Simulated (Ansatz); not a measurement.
Nb4AlC3 in space group P6_3/mmc (No. 194; Pearson symbol hP16) under volume change, the program Ansatz at the PBEsol level (PAW), shape and atoms relaxed at each volume.

```
V (Å³/atom)  E − E(relaxed) (meV/atom)  P (GPa)
-----------  -------------------------  -------
11.580                            87.2    26.51
11.962                            36.6    16.22
12.343                             ___      ___
12.725                             0.0     0.01
13.107                             7.7    -6.31
13.489                            29.3   -11.63
13.870                             ___      ___
```

Question: Some entries are withheld; supply them.

Answer: 
- 13.870, E − E(relaxed) (meV/atom): 62.4
- 13.870, P (GPa): -16.06
- 12.343, E − E(relaxed) (meV/atom): 8.7
- 12.343, P (GPa): 7.46

Question: What does a third-order Birch–Murnaghan fit give for V₀, B₀ and B′?

Answer: V₀ = 12.73 Å³/atom, B₀ = 227 GPa, B′ = 4.5.

The first step of the workflow began from a Materials Project structure, measured or hypothetical; the Crystallography Open Database copy checked does not list it. Whether it is the stable phase at ambient conditions was not checked. Symmetry was held in the PBEsol relaxation; its stability against distortions is not shown here. No spin polarisation was allowed.

Potentials: the later of the program's two PAW sets.
